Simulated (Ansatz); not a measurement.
ZrB$_{2}$:
```xyz
3
Lattice="3.1549 0.0000 0.0000 -1.5774 2.7322 0.0000 0.0000 0.0000 3.5070" Properties=species:S:1:pos:R:3 pbc="T T T"
Zr     0.0000     0.0000     0.0000
B      0.0000     1.8215     1.7535
B      1.5774     0.9107     1.7535
```

Relaxed with PBEsol.

### Question
Decompose the optical modes at the zone centre into irreducible representations, and say which are infrared and Raman allowed.

### Answer
Point group 6/mmm: Γ_opt = A2u + B1g + E1u + E2g. Infrared: A2u, E1u. Raman: E2g.

### Question
Assign frequencies (DFPT, the program Ansatz at the PBEsol level (PAW)).

### Answer
E1u 462, A2u 481, B1g 566, E2g 786 cm⁻¹.

Subscripts of B labels follow the axes of the standard setting.

Space group P6/mmm. The PBEsol relaxation kept the symmetry of its start. No spin polarisation was allowed. As this level gives no gap, phonon frequencies hold no LO–TO term and depend on the k-mesh and smearing (Fermi–Dirac, 0.1 eV here).

Potentials: the earlier of the program's two PAW sets. The files were generated under PBE; for other functionals the program regenerates the frozen cores, and for LDA and PBEsol the local potential too.
